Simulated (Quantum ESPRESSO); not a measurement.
## Ta2InSnLi2Au2 (one composition in several site orders)

A calculation, not a measurement. The program is pw.x of Quantum ESPRESSO 7.5 (plane-wave density functional theory). The cell is made up: eight metal atoms on a hexagonal close-packed lattice, with elements, volume, strain and displacements drawn at random and not relaxed, so it may be unstable or far from any real phase. PseudoDojo standard norm-conserving files set the functional (PBE unless stated); there is no spin polarisation or spin-orbit coupling, the Fermi-Dirac width of 0.25 eV means electrons at about 2900 K, and the masses in the input are unused placeholders. The tin pseudopotential is less sure than most, with forces differing by about three percent from a second method on plain tin. Heavy elements are run without spin-orbit coupling, which real alloys of them have. A spin test at this wide smearing found no moment, but such smearing suppresses magnetism that the real alloy may have.

The runs put one composition on the sites in different orders. Cell, positions, cutoff, mesh and smearing stay as in the input of run 1; sites are counted in its order. Stress in the tables is positive in tension.

Input of run 1:

```
&control calculation='scf', pseudo_dir='./dojo.nc.sr.pbe.v0_5.standard.upf', outdir='./o', disk_io='minimal', tprnfor=.true., tstress=.true. /
&system ibrav=0, nat=8, ntyp=5, nbnd=59, ecutwfc=75.99759826, nosym=.true., tot_charge=0,
 occupations='smearing', smearing='fd', degauss=0.0183746611
/
&electrons conv_thr=1.470e-08, electron_maxstep=70, mixing_beta=0.5 /
ATOMIC_SPECIES
Au 1.0 Au.upf
In 1.0 In.upf
Li 1.0 Li.upf
Sn 1.0 Sn.upf
Ta 1.0 Ta.upf
CELL_PARAMETERS angstrom
0.0653 0.032 -4.8896
0.0289 5.236 -0.0349
6.2193 0.0333 -0.0822
ATOMIC_POSITIONS angstrom
Ta -0.0283 0.0535 0.0235
In 3.0663 0.0594 0.0094
Sn 1.5425 2.5243 -0.1017
Li 4.7014 2.6599 -0.0484
Au 0.0145 1.7611 -2.4454
Au 3.1038 1.7313 -2.4689
Li 1.5966 4.4344 -2.5065
Ta 4.742 4.4274 -2.4941
K_POINTS automatic
5 5 4 1 1 1
```

```
run  elements on sites 1 to 8  free energy less that of run 1 (eV)  -TS (eV)  pressure (GPa)  stress xx (GPa)  stress yy (GPa)  stress zz (GPa)  stress yz (GPa)  stress xz (GPa)  stress xy (GPa)  iterations
  1   Ta In Sn Li Au Au Li Ta                                0.000    -1.197           -5.40             3.97             5.42             6.80            -0.09            -0.69             1.73          12
  2   Sn Li Ta Ta Li Au In Au                                0.069    -1.258           -6.80             9.07             5.88             5.46             0.10            -0.99             0.78          14
  3   Ta Li In Li Au Ta Sn Au                                0.854    -1.404           -5.37             6.02             3.73             6.35            -0.36            -0.34            -0.14          12
  4   Ta Au Sn Au Ta Li In Li                               -0.299    -1.192           -5.25             3.23             5.57             6.96            -0.27            -0.87             0.50          12
  5   Au Li Sn In Ta Ta Au Li                               -0.290    -1.171           -5.49             8.70             2.33             5.45            -0.38            -0.74             0.95          12
  6   Ta In Au Li Sn Li Au Ta                               -0.503    -1.180           -5.93             8.42             2.66             6.71            -0.20            -0.64             1.58          13
```

Forces Fx Fy Fz (eV/Å):

| site | run 1 | run 2 | run 3 | run 4 | run 5 | run 6 |
| --- | --- | --- | --- | --- | --- | --- |
| 1 | -0.83 -1.11 -0.10 | -0.52 -0.26 -0.13 | -0.25 -0.16 -0.09 | -0.85 0.63 -0.06 | -0.28 -0.21 -0.06 | -0.32 -1.01 -0.11 |
| 2 | 0.77 -0.78 -0.13 | 0.24 -0.10 -0.03 | 0.19 -0.44 -0.10 | 0.85 -0.31 -0.03 | -0.08 -0.43 -0.08 | 0.36 -0.48 -0.16 |
| 3 | -0.90 1.34 0.20 | 0.03 0.66 0.34 | 0.07 0.14 0.43 | 0.11 0.04 0.45 | 0.41 0.00 0.58 | -0.21 0.20 0.15 |
| 4 | -0.05 -0.08 -0.03 | -0.10 0.54 -0.13 | 0.01 0.18 0.04 | -0.09 0.16 -0.03 | -0.37 -0.17 -0.07 | -0.12 -0.04 -0.05 |
| 5 | -0.81 -0.16 -0.13 | -0.24 0.12 -0.06 | -0.97 0.06 -0.11 | 0.17 -0.59 -0.30 | 0.16 -0.69 -0.12 | -1.05 0.56 0.04 |
| 6 | 0.68 0.37 0.01 | 0.00 0.25 -0.04 | 0.78 0.12 -0.20 | 0.35 -0.05 -0.06 | -0.26 1.07 -0.26 | -0.28 0.20 0.01 |
| 7 | 0.05 -0.15 0.06 | 0.81 -0.59 0.15 | 0.53 0.01 0.04 | -0.25 0.18 0.11 | 0.38 0.46 0.01 | 0.56 -0.12 0.04 |
| 8 | 1.09 0.57 0.13 | -0.21 -0.62 -0.09 | -0.36 0.09 0.00 | -0.30 -0.05 -0.09 | 0.04 -0.03 0.00 | 1.06 0.69 0.08 |

The sites are displaced and not relaxed, so the energy differences hold strain from misfit and are not ordering energies. A rerun of one cell of this series at a higher cutoff and on a denser mesh moved values by no more than 0.004 eV in energy, 0.07 GPa in stress and 0.005 eV/Å in force, and a second program with other atomic files agreed on that cell to 2 % rms in force and 0.5 GPa in pressure.